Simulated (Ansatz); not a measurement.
## CsSnI3, one structure, two calculations

Cell: a Materials Project structure (computed, not necessarily an observed phase), atoms as given.

Space group Pnma (No. 62); a = 8.6778, b = 12.6239, c = 8.7297 Å.

```csv
site,Wyckoff,site symmetry,x,y,z
Cs,4c,.m.,0.9950,0.7500,0.0094
Sn,4b,-1,0.5000,0.0000,0.0000
I9,8d,1,0.7024,0.9917,0.7028
I13,4c,.m.,0.5004,0.2500,0.9802
```

One atom of each set is listed.

First run. Method: Kohn–Sham DFT in Ansatz, PBE, plane waves and PAW, scalar-relativistic, 420 eV cutoff, Γ-centred 4×3×3 k-points, Fermi–Dirac smearing 0.02 eV.

```tsv
site	V_zz (10²¹ V/m²)	η
Cs	3.05	0.21
Sn	1.23	0.13
I9	39.1	0.02
I13	40.4	0.01
```

Second run. The same atoms and settings, except that the functional is r2SCAN and the cutoff is 500 eV.

(1) What does the second run give?

Results:

(1) 

```csv
site,V_zz,η,change of V_zz
Cs,3.39,0.19,+0.34
Sn,1.16,0.14,-0.07
I9,38.0,0.02,-1.14
I13,39.1,0.01,-1.31
```

The largest change of V_zz is on I13, from 40.4 to 39.1. In per cent, |V_zz| changes by +11 on Cs, -6 on Sn, -3 on I (all sites that start above 0.5). Isomer shifts (Sn against SnO₂, from the density at the nucleus and a line fitted to measured compounds for each functional; the lines scatter by about 0.1 mm/s, so smaller changes between functionals mean little): Sn 3.81 → 3.88 mm/s.

Without spin–orbit coupling the gradients at and beside I can be off by some per cent, at some sites by more.
For the second run: With these PAW files V_zz is typically within 2 to 3 % of all-electron values, but misses above 10 % occur on I, Sn.
